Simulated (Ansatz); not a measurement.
A trial cell of ZnPtC₆N₆, before relaxation:

```cif
data_structure
_symmetry_space_group_name_H-M 'P 1'
_symmetry_Int_Tables_number 1
_cell_length_a 7.2047
_cell_length_b 7.2047
_cell_length_c 7.2047
_cell_angle_alpha 60.000
_cell_angle_beta 60.000
_cell_angle_gamma 60.000
_cell_volume 264.44
loop_
_atom_site_label
_atom_site_type_symbol
_atom_site_fract_x
_atom_site_fract_y
_atom_site_fract_z
_atom_site_occupancy
Zn1 Zn 0.00000 0.00000 0.00000 1
Pt1 Pt 0.50000 0.50000 0.50000 1
C1 C 0.81186 0.18814 0.18814 1
C2 C 0.18814 0.81186 0.18814 1
C3 C 0.18814 0.18814 0.81186 1
C4 C 0.18814 0.81186 0.81186 1
C5 C 0.81186 0.18814 0.81186 1
C6 C 0.81186 0.81186 0.18814 1
N1 N 0.69703 0.30297 0.30297 1
N2 N 0.30297 0.69703 0.30297 1
N3 N 0.30297 0.30297 0.69703 1
N4 N 0.30297 0.69703 0.69703 1
N5 N 0.69703 0.30297 0.69703 1
N6 N 0.69703 0.69703 0.30297 1
```

The calculation used Ansatz, DFT PBE, scalar-relativistic, plane waves, PAW. Cutoff 420 eV, Gaussian smearing, Γ-centred meshes. Cell and atoms relax first on a coarse mesh and then on a converged one. In between, the cell is made exact in the group found at 0.06 Å. The steps can't lower the symmetry of their start. No spin polarisation.

A guess keeps its type if space group and coordination stay and the shape of the cell changes little (axis ratios within about 15 %, angles within 6°); the volume may change.

**Question.** Does it keep its structure type, or change into something else?

**Answer.** It keeps its type. The symmetry stays Fm-3m (No. 225). The volume per atom grows by 17.5 %, from 18.9 to 22.2 Å³. The shortest distance stays 1.17 Å (C–N). Counting neighbours within 15 % of an atom's shortest distance, the start has C 1, N 1, Pt 6, Zn 6 and the end C 1, N 1, Pt 6, Zn 6.

The zero of energy is the elements' standard structures at the same level (N₂ as a molecule); no fitted shifts are applied.

**Question.** At what energy does it end?

**Answer.** +0.631 eV/atom. A positive value: parting into the elements would lower its energy.

The last run used a 4×4×4 mesh for its 14-atom cell and Gaussian smearing of 0.02 eV. These runs have no spin–orbit coupling, which can matter for Pt. The reference form of C is held partly by dispersion forces, which this level lacks. Symmetry constrained the relaxation, so the result can be a saddle point.
